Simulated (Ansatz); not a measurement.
Given:

TiAu4:
Space group I4/m (No. 87); a = 6.409 Å, b = 6.409 Å, c = 3.920 Å, α = 90.00°, β = 90.00°, γ = 90.00°

```json
[
 {"atom": "Ti", "site": "2a", "symmetry": "4/m..", "x": "0.0000", "y": "0.0000", "z": "0.0000"},
 {"atom": "Au", "site": "8h", "symmetry": "m..", "x": "0.3946", "y": "0.2058", "z": "0.0000"}
]
```
(The calculation used a cell of 5 atoms; values per cell refer to that cell.)

This is the LDA-relaxed structure.

Question: All from plane-wave PAW LDA (Ansatz code), unless another level is named. Predict the formation energy from the elements (no fitted shifts).

Answer: -0.35 eV/atom.

Question: Give the density of states at the Fermi level.

Answer: 0.39 states/eV per atom (mean over ±0.08 eV).

The workflow started from a Materials Project entry (that database holds measured and hypothetical structures alike); the Crystallography Open Database copy checked does not list it. With Ti and Au taken as one species the cell has the higher symmetry Fm-3m, so it may be an ordered model of a mixed-site phase. Whether it is the stable phase at ambient conditions was not checked. The LDA relaxation kept the symmetry of its start; whether a distortion lowers the energy is not shown. The run is not spin-polarised. Axis ratios of metals converge slowly with the k-mesh, so a and c are less sure than the volume. The references are the lowest solids computed at this level, not always the standard phases. Scalar-relativistic: spin–orbit coupling is off unless named, which matters more the heavier the elements.

Potentials: the later of the program's two PAW sets.
